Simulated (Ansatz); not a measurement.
A relaxed cell of Ta2Si2O is given with its symmetry left out. The cell was found from a structure generator's guess, not taken from experiment.

Theory: Ansatz, DFT PBE, scalar-relativistic, plane waves, PAW. Cutoff 420 eV, Γ-centred mesh, Gaussian smearing, no spin polarisation.

Only a and b repeat, and vacuum parts the sheet from its images along c.

```
Ta Si O
1.0
     4.22588    0.00000    0.00000
     0.00000    4.22588    0.00000
     0.00000    0.00000   32.34900
Ta Si O
2 2 1
Cartesian
  0.0000 2.1129 9.5000
  2.1129 0.0000 9.5000
  0.0000 0.0000 11.0592
  0.0000 0.0000 7.9408
  2.1129 2.1129 9.5000
```

Formation energies are uncorrected and refer to the elements' standard structures at the same level (O₂ as a molecule).

(1) What layer group does it have?

(2) What is its formation energy per atom?

(3) Is it a metal?

Answers

(1) p4/mmm (No. 61). In-plane cell: a = 4.226 Å, b = 4.226 Å, γ = 90.0°, thickness 3.12 Å between the outermost nuclei. Ta at height 1.56 Å has 2 O at 2.11 Å; Si at height 3.12 Å has 4 Ta at 2.63 Å; O at height 1.56 Å has 4 Ta at 2.11 Å.

(2) −0.19 eV/atom. It lies below the elements, which doesn't yet make it stable against other compounds or structures.

(3) Yes, bands cross the Fermi level on the 10×10×1 mesh.

The last run used a 10×10×1 mesh for its 5-atom cell and Gaussian smearing of 0.10 eV. Spin–orbit coupling, which can matter for Ta, is left out. Symmetry constrained the relaxation, so the result can be a saddle point.
